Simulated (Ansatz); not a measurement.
Below is a relaxed structure of AlBiO₄. The cell was found from a structure generator's guess, not taken from experiment.

These are results of DFT PBE, scalar-relativistic, plane waves, PAW in Ansatz, not measurements. Cutoff 420 eV, Γ-centred mesh, Gaussian smearing, no spin polarisation.

```xyz
6
Lattice="4.9418 0.0000 0.0000 0.0000 4.9418 0.0000 0.0000 0.0000 5.6321" Properties=species:S:1:pos:R:3 pbc="T T T"
Al    2.4709    2.4709    2.8161
Bi    2.4709    2.4709    0.0000
O     4.2837    2.4709    2.8161
O     0.6581    2.4709    2.8161
O     2.4709    0.6581    2.8161
O     2.4709    4.2837    2.8161
```

Formation energies are uncorrected and refer to the elements' standard structures at the same level (O₂ as a molecule).

(1) What space group does it have?

(2) How far does it lie from the elements in energy?

(3) Is it a metal?

Results:

(1) P4/mmm (No. 123). Conventional cell: a = 4.942 Å, c = 5.632 Å. Al is surrounded by 4 O at 1.81 Å and 2 Bi at 2.82 Å; Bi has 2 Al at 2.82 Å and 8 O at 3.35 Å; O has 1 O at 1.32 Å, 1 Al at 1.81 Å, 2 O at 2.56 Å, 1 Al at 3.13 Å and 2 Bi at 3.35 Å.

(2) +0.05 eV/atom. A positive value: parting into the elements would lower its energy.

(3) Yes, bands cross the Fermi level on the 8×8×8 mesh.

The last run used an 8×8×8 mesh for its 6-atom cell and Gaussian smearing of 0.10 eV. Spin–orbit coupling, which can matter for Bi, is left out. Symmetry constrained the relaxation, so the result can be a saddle point. Another cell of AlBiO4 relaxed alike, in P-43m, lies 1.28 eV/atom lower, so this cell isn't the stable form at this level.
